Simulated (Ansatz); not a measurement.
MoP:
Space group P-6m2 (No. 187); a = b = 3.2066 Å, c = 3.1735 Å, α = β = 90.00°, γ = 120.00°

```json
[
 {"atom": "Mo", "site": "1a", "symmetry": "-6m2", "x": "0.0000", "y": "0.0000", "z": "0.0000"},
 {"atom": "P", "site": "1f", "symmetry": "-6m2", "x": "0.6667", "y": "0.3333", "z": "0.5000"}
]
```

Relaxed at zero pressure with PBEsol in the plane-wave PAW code Ansatz.

Q: The volume is raised by 6 % and shape and atoms relax at that volume. What pressure results, and how do the axes share the change?

A: -12.0 GPa; a 2.4 %, b 2.4 %, c 1.1 %; the energy rises by 33 meV/atom.

Q: Give the new structure.

A: 
Space group P-6m2 (No. 187); a = 3.2827 Å, b = 3.2827 Å, c = 3.2097 Å, α = 90.00°, β = 90.00°, γ = 120.00°

```
atom  site  symmetry       x       y       z
----  ----  --------  ------  ------  ------
Mo      1a      -6m2  0.0000  0.0000  0.0000
P       1f      -6m2  0.6667  0.3333  0.5000
```

The phase is kept; no other phase was compared at this pressure.

Symmetry was held in the PBEsol relaxation. The run is not spin-polarised.

Potentials: the later of the program's two PAW sets.
